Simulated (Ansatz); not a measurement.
TiSe2 (CdI2 type)

```
TiSe2
1.0
    3.48104     0.00000     0.00000
   -1.74052     3.01467     0.00000
    0.00000     0.00000     5.87186
Ti Se
1 2
Cartesian
  0.00000   0.00000   0.00000
  1.74052   1.00489   1.55399
  0.00000   2.00978   4.31787
```

Grid over V/V₀ and (c/a)/(c/a)₀, subscript 0 meaning the relaxed cell; the conventional c axis lies along z; no internal relaxation.

Calculation: PBE-D3(BJ) (plane waves to 420 eV, PAW, scalar-relativistic; Ansatz, an electronic-structure program). k mesh 15×15×8 (Γ-centred), Fermi-Dirac smearing 0.05 eV. Stress and pressure are positive under compression. As the atoms are clamped, bonds stretch with the cell, which overstates energies and stresses. With partly filled bands, the response to shear is sensitive to the k mesh, so small differences along c/a are uncertain. TiSe2 is run without spin polarisation. TiSe2 was relaxed with its symmetry unable to fall.

At one point of the scan the stress tensor (GPa) is:

```
    4.5      0.0      0.0
    0.0      4.5      0.0
    0.0      0.0      8.2
```

Question: Which point is it?
A. V/V₀ = 0.947, (c/a)/(c/a)₀ = 0.960
B. V/V₀ = 0.920, (c/a)/(c/a)₀ = 0.920
C. V/V₀ = 0.973, (c/a)/(c/a)₀ = 0.880
D. V/V₀ = 0.973, (c/a)/(c/a)₀ = 1.040

Answer: A, V/V₀ = 0.947, (c/a)/(c/a)₀ = 0.960

(A scan under strain: stresses follow from slopes of the energy per volume, elastic moduli from its curvatures.)
